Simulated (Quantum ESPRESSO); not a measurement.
# MgAl5GaSiN8: input and log of a self-consistent run

Simulated, not a measurement. The program is pw.x of Quantum ESPRESSO 7.5 (plane-wave density functional theory). The cell is made up: 16 atoms on a doubled wurtzite lattice, with randomly drawn elements, strain and displacements, not relaxed. PseudoDojo standard norm-conserving files (v0.5 for PBE, v0.4.1 for LDA and PBEsol) set the functional; there is no spin polarisation, spin-orbit coupling or dispersion term, and the masses in the input are unused placeholders.

Input:

```
&control calculation='scf', pseudo_dir='./dojo.nc.sr.pbe.v0_5.standard.upf', outdir='./o', disk_io='medium', tprnfor=.true., tstress=.true. /
&system ibrav=0, nat=16, ntyp=5, nbnd=47, ecutwfc=84.00895049, nosym=.true., tot_charge=0,
 occupations='smearing', smearing='fd', degauss=0.0018374661
/
&electrons conv_thr=7.350e-09, electron_maxstep=60, /
ATOMIC_SPECIES
Al 1.0 Al.upf
Ga 1.0 Ga.upf
Mg 1.0 Mg.upf
N 1.0 N.upf
Si 1.0 Si.upf
CELL_PARAMETERS angstrom
3.1268 -0.0257 0.036
-0.0445 5.4985 -0.0055
0.1176 -0.0103 10.4142
ATOMIC_POSITIONS angstrom
Mg 0.0239 0.0276 0.0684
Al 1.5571 2.7739 -0.0042
Al 1.6428 0.9393 2.6039
Al 0.0383 3.6287 2.5355
Ga 0.0535 -0.0401 5.2634
Al 1.6205 2.7473 5.2369
Si 1.6146 0.814 7.8712
Al 0.0276 3.6104 7.8123
N -0.0278 0.0013 1.9235
N 1.554 2.7398 1.9394
N 1.6591 0.9179 4.5962
N 0.0448 3.6868 4.5548
N 0.0586 0.0352 7.1647
N 1.5967 2.737 7.2388
N 1.7361 0.8816 9.7275
N 0.0079 3.6753 9.7701
K_POINTS automatic
7 4 2 1 1 1
```

The log is shortened where brackets say so; the opening notice, blank lines, dates and the lines on written files are dropped, and the path of the files is cut. It prints rydbergs, bohrs and kilobars, and counts compression as positive stress. With no partly filled state, the Fermi energy that it prints is only some level between the filled and the empty states on the mesh, and need not lie in the true gap.

```
     Program PWSCF v.7.5
     Parallel version (MPI & OpenMP), running on       1 processor cores
     Number of MPI processes:                 1
     Threads/MPI process:                     1
     [start-up lines left out]
     bravais-lattice index     =            0
     lattice parameter (alat)  =       5.9094  a.u.
     unit-cell volume          =    1208.0395 (a.u.)^3
     number of atoms/cell      =           16
     number of atomic types    =            5
     number of electrons       =        82.00
     number of Kohn-Sham states=           47
     kinetic-energy cutoff     =      84.0090  Ry
     charge density cutoff     =     336.0358  Ry
     scf convergence threshold =      7.3E-09
     mixing beta               =       0.7000
     number of iterations used =            8  plain     mixing
     Exchange-correlation= PBE
                           (   1   4   3   4   0   0   0)
     [axes and pseudopotential details left out]
   Cartesian axes
     site n.     atom                  positions (alat units)
         1        Mg     tau(   1) = (   0.0076428   0.0088260   0.0218732  )
         2        Al     tau(   2) = (   0.4979353   0.8870483  -0.0013431  )
         3        Al     tau(   3) = (   0.5253408   0.3003729   0.8326850  )
         4        Al     tau(   4) = (   0.0122477   1.1603994   0.8108118  )
         5        Ga     tau(   5) = (   0.0171084  -0.0128233   1.6831500  )
         6        Al     tau(   6) = (   0.5182096   0.8785420   1.6746757  )
         7        Si     tau(   7) = (   0.5163229   0.2603040   2.5170822  )
         8        Al     tau(   8) = (   0.0088260   1.1545474   2.4982469  )
         9        N      tau(   9) = (  -0.0088900   0.0004157   0.6151041  )
        10        N      tau(  10) = (   0.4969440   0.8761436   0.6201887  )
        11        N      tau(  11) = (   0.5305533   0.2935295   1.4697903  )
        12        N      tau(  12) = (   0.0143263   1.1789789   1.4565512  )
        13        N      tau(  13) = (   0.0187393   0.0112564   2.2911549  )
        14        N      tau(  14) = (   0.5105988   0.8752482   2.3148509  )
        15        N      tau(  15) = (   0.5551766   0.2819214   3.1106968  )
        16        N      tau(  16) = (   0.0025263   1.1753014   3.1243196  )
     number of k points=    28  Fermi-Dirac smearing, width (Ry)=  0.0018
                       cart. coord. in units 2pi/alat
        k(    1) = (   0.0711695   0.0717405   0.0743358), wk =   0.0714286
        k(    2) = (   0.0728972   0.0716043  -0.0758208), wk =   0.0714286
     [further k points left out]
     Dense  grid:   125735 G-vectors     FFT dimensions: (  36,  64, 120)
     Estimated max dynamical RAM per process >     198.30 MB
     Initial potential from superposition of free atoms
     starting charge      81.9836, renormalised to      82.0000
     Starting wfcs are   70 randomized atomic wfcs
     total cpu time spent up to now is       15.0 secs
     per-process dynamical memory:   126.2 Mb
     Self-consistent Calculation
     iteration #  1     ecut=    84.01 Ry     beta= 0.70
     Davidson diagonalization with overlap
     ethr =  1.00E-02,  avg # of iterations =  3.0
     total cpu time spent up to now is       39.5 secs
     total energy              =    -468.26333109 Ry
     estimated scf accuracy    <       5.04778226 Ry
     iteration #  2     ecut=    84.01 Ry     beta= 0.70
     Davidson diagonalization with overlap
     ethr =  6.16E-03,  avg # of iterations =  4.0
     total cpu time spent up to now is       63.1 secs
     total energy              =    -465.67551335 Ry
     estimated scf accuracy    <      19.78572745 Ry
     iteration #  3     ecut=    84.01 Ry     beta= 0.70
     Davidson diagonalization with overlap
     ethr =  6.16E-03,  avg # of iterations =  5.9
     total cpu time spent up to now is       89.3 secs
     total energy              =    -467.71583353 Ry
     estimated scf accuracy    <      23.79151423 Ry
     iteration #  4     ecut=    84.01 Ry     beta= 0.70
     Davidson diagonalization with overlap
     ethr =  6.16E-03,  avg # of iterations =  3.1
     total cpu time spent up to now is      111.0 secs
     total energy              =    -470.50831143 Ry
     estimated scf accuracy    <       0.57253342 Ry
     iteration #  5     ecut=    84.01 Ry     beta= 0.70
     Davidson diagonalization with overlap
     ethr =  6.98E-04,  avg # of iterations =  7.5
     total cpu time spent up to now is      136.1 secs
     total energy              =    -470.54425339 Ry
     estimated scf accuracy    <       0.18574867 Ry
     [iterations 6 to 11 left out]
     iteration # 12     ecut=    84.01 Ry     beta= 0.70
     Davidson diagonalization with overlap
     ethr =  8.72E-08,  avg # of iterations =  2.3
     total cpu time spent up to now is      334.4 secs
     total energy              =    -470.54360188 Ry
     estimated scf accuracy    <       0.00001470 Ry
     iteration # 13     ecut=    84.01 Ry     beta= 0.70
     Davidson diagonalization with overlap
     ethr =  1.79E-08,  avg # of iterations =  4.0
     total cpu time spent up to now is      360.7 secs
     total energy              =    -470.54360520 Ry
     estimated scf accuracy    <       0.00000103 Ry
     iteration # 14     ecut=    84.01 Ry     beta= 0.70
     Davidson diagonalization with overlap
     ethr =  1.25E-09,  avg # of iterations =  3.7
     total cpu time spent up to now is      389.5 secs
     total energy              =    -470.54360551 Ry
     estimated scf accuracy    <       0.00000026 Ry
     iteration # 15     ecut=    84.01 Ry     beta= 0.70
     Davidson diagonalization with overlap
     ethr =  3.19E-10,  avg # of iterations =  2.0
     total cpu time spent up to now is      412.9 secs
     total energy              =    -470.54360555 Ry
     estimated scf accuracy    <       0.00000003 Ry
     iteration # 16     ecut=    84.01 Ry     beta= 0.70
     Davidson diagonalization with overlap
     ethr =  3.10E-11,  avg # of iterations =  3.7
     total cpu time spent up to now is      435.1 secs
     End of self-consistent calculation
          k = 0.0712 0.0717 0.0743 ( 15709 PWs)   bands (ev):
   -63.8136 -30.6801 -30.6648 -30.6550  -9.4230  -7.6391  -7.1686  -7.0622
    -6.4722  -6.2419  -6.1959  -6.1229  -5.8957  -5.3822  -5.0421  -4.7343
    -4.5148  -0.0530   0.7858   1.6481   2.4406   2.7040   2.8387   3.3474
     4.1261   4.5954   4.7524   4.9117   4.9747   5.5164   5.6736   6.0003
     6.2924   6.5088   6.6605   7.0052   7.0540   7.1320   7.4408   7.7971
     8.0174   9.7881  11.1761  11.7710  12.2672  12.7830  13.1358
     [levels at the other k points left out]
     the Fermi energy is     9.0743 ev
!    total energy              =    -470.54360555 Ry
     estimated scf accuracy    <          2.5E-09 Ry
     smearing contrib. (-TS)   =      -0.00000000 Ry
     internal energy E=F+TS    =    -470.54360555 Ry
     The total energy is F=E-TS. E is the sum of the following terms:
     one-electron contribution =    -216.70583937 Ry
     hartree contribution      =     157.73106124 Ry
     xc contribution           =    -121.65183448 Ry
     ewald contribution        =    -289.91699293 Ry
     convergence has been achieved in  16 iterations
     Forces acting on atoms (cartesian axes, Ry/au):
     atom    1 type  3   force =     0.00758679   -0.01544744   -0.05897120
     atom    2 type  1   force =    -0.05011147   -0.02172869   -0.02927732
     atom    3 type  1   force =    -0.04163198   -0.04666431   -0.01585776
     atom    4 type  1   force =    -0.02963567    0.06888150   -0.00502254
     atom    5 type  2   force =     0.01408414    0.03956889   -0.10741851
     atom    6 type  1   force =    -0.00882144   -0.01670448   -0.03047635
     atom    7 type  5   force =     0.01468646    0.08960638    0.13482607
     atom    8 type  1   force =     0.00148799   -0.00008458    0.10549065
     atom    9 type  4   force =     0.04495572   -0.00292615    0.15741740
     atom   10 type  4   force =     0.02398068   -0.01871123    0.01882060
     atom   11 type  4   force =    -0.01680339    0.03174757    0.01599621
     atom   12 type  4   force =     0.00837157   -0.05562139    0.01674612
     atom   13 type  4   force =     0.00012069    0.00272691    0.07116691
     atom   14 type  4   force =    -0.00196510   -0.07404426   -0.04826103
     atom   15 type  4   force =    -0.02953987    0.07685259   -0.16467207
     atom   16 type  4   force =     0.06323487   -0.05745132   -0.06050717
     Total force =     0.400488     Total SCF correction =     0.000188
     Computing stress (Cartesian axis) and pressure
          total   stress  (Ry/bohr**3)                   (kbar)     P=      -42.58
   0.00000400   0.00011342  -0.00023220            0.59       16.68      -34.16
   0.00011342  -0.00033337   0.00003372           16.68      -49.04        4.96
  -0.00023220   0.00003372  -0.00053898          -34.16        4.96      -79.29
     init_run     :     12.22s CPU     14.87s WALL (       1 calls)
     electrons    :    397.81s CPU    420.09s WALL (       1 calls)
     forces       :      4.74s CPU      4.80s WALL (       1 calls)
     stress       :     15.28s CPU     16.07s WALL (       1 calls)
     [timing details left out]
     PWSCF        :   7m10.26s CPU   7m36.21s WALL
     JOB DONE.
```

In other units: free energy -6402.072 eV for the cell, pressure -4.26 GPa, largest force component 4.234 eV/Å. A rerun of this cell at a cutoff of 1437 eV and k mesh 9 x 6 x 4 moved values by no more than 0.004 eV in energy, 0.02 GPa in stress and 0.003 eV/Å in force.